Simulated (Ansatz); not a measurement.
Is this Zr₃CN₃ structure a true minimum?

The structure comes from a generated guess, relaxed at this level; another structure or a mixture of phases may lie lower.

Theory: Ansatz 0.2.0, DFT PBE, scalar-relativistic, plane waves, PAW. Settings: cutoff 420 eV, Γ-centred mesh 8×8×8 on the computed 7-atom cell, Gaussian smearing of 0.10 eV; no spin polarisation.

The cell below (7 atoms, space group Pm-3m (No. 221)) is relaxed within its symmetry.

```yaml
crystal:
  lattice:
    - [4.55103, 0.00000, 0.00000]
    - [0.00000, 4.55103, 0.00000]
    - [0.00000, 0.00000, 4.55103]
  atoms:
    - { symbol: Zr, position: [0.50000, 0.00000, 0.00000] }
    - { symbol: Zr, position: [0.00000, 0.50000, 0.00000] }
    - { symbol: Zr, position: [0.00000, 0.00000, 0.50000] }
    - { symbol: C, position: [0.00000, 0.00000, 0.00000] }
    - { symbol: N, position: [0.00000, 0.50000, 0.50000] }
    - { symbol: N, position: [0.50000, 0.00000, 0.50000] }
    - { symbol: N, position: [0.50000, 0.50000, 0.00000] }
```

For the test it was strained at random (σ = 1.5 % a component), the atoms were moved at random (σ = 0.10 Å), and all was relaxed again on a coarse 6×6×6 mesh (in the run’s order of axes) with 0.20 eV smearing, with no symmetry imposed.

The cell is a metal run without spin; a magnetic state may lie lower.

Question: What happens?

Answer: It returns, within 1 meV/atom of the unmoved cell on that mesh and with the same symmetry when read at 0.1 Å. No instability shows in this cell; modes of other wave vectors, which need another repeat, aren't tested.
